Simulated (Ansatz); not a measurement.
LiBr (rock salt)

Space group Fm-3m (No. 225); a = b = c = 5.511 Å, α = β = γ = 90.00°

| atom | site | symmetry | x | y | z |
|---|---|---|---|---|---|
| Br | 4a | m-3m | 0.0000 | 0.0000 | 0.0000 |
| Li | 4b | m-3m | 0.5000 | 0.5000 | 0.5000 |
(The calculation used a cell of 2 atoms; values per cell refer to that cell.)

The volume is varied about the relaxed value V₀ at fixed cell shape. Symmetry pins the atoms to their sites.

The numbers are results of PBE (plane waves to 420 eV, PAW, scalar-relativistic; Ansatz, a quantum-chemistry and plane-wave program), not measurements. k mesh 10×10×10 (Γ-centred), Fermi-Dirac smearing 0.05 eV. E stands for the smeared free energy. LiBr was relaxed with its symmetry unable to fall. The zero of ΔE is the relaxed starting cell.

### Question
Estimate the ΔE (kJ/mol of atoms) for V/V₀ = 0.940, 0.950, 0.960, 1.010, 1.030.

### Answer
```
V/V₀   ΔE (kJ/mol of atoms)
-----  --------------------
0.940                  0.65
0.950                  0.44
0.960                  0.28
1.010                  0.02
1.030                  0.14
```

(Under strain, the slope of the energy per volume gives the stress and its curvature an elastic modulus.)
